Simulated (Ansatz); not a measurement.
InP:
```
CELL_PARAMETERS angstrom
      7.17436     0.00000     0.00000
      0.00000     7.17436     0.00000
      0.00000     0.00000     4.16300
ATOMIC_POSITIONS crystal
  In 0.32181 0.67819 0.00000
  In 0.67819 0.32181 0.00000
  In 0.82181 0.82181 0.50000
  In 0.17819 0.17819 0.50000
  P  0.31929 0.31929 0.00000
  P  0.68071 0.68071 0.00000
  P  0.18071 0.81929 0.50000
  P  0.81929 0.18071 0.50000
```

Relaxed with PBEsol. Special points in fractions of this cell's reciprocal vectors: Γ (0.000, 0.000, 0.000); X (0.000, 0.500, 0.000); M (0.500, 0.500, 0.000); Z (0.000, 0.000, 0.500); R (0.000, 0.500, 0.500); A (0.500, 0.500, 0.500).

Question: List the band energies nearest the valence-band maximum at these points for PBEsol in the plane-wave PAW code Ansatz.

Answer: In eV from the valence-band maximum; about four levels below and three above (degenerate sets whole), none deeper than 8.9 eV; points with the same levels are listed once.

| k | below | above |
|---|---|---|
| Γ | -0.23 -0.06 0.00 0.00 | 0.71 1.56 1.82 1.82 |
| X | -0.81 -0.81 -0.55 -0.55 | 2.02 2.02 2.19 2.19 |
| M | -1.15 -1.15 -1.04 -1.04 | 2.02 2.02 2.56 2.56 |
| Z | -1.82 -1.82 -1.75 -1.75 | 2.60 2.60 3.64 3.64 |
| R | -1.64 -1.64 -1.00 -1.00 | 2.10 2.10 2.77 2.77 |
| A | -1.39 -1.39 -1.38 -1.38 | 1.26 1.26 2.40 2.40 |

Space group P4_2/mnm. The start of the workflow was typed in or built on a structure type; neither database checked (COD, Materials Project) lists it. It is not the phase usual at ambient conditions (space group No. 216). The cell was relaxed with PBEsol under the symmetry of its start; of distortions, only those at the zone centre were tested. The volume moved by 20 % from the start of the relaxation. Spin–orbit coupling is left out wherever it is not named.

Potentials: the later of the program's two PAW sets.
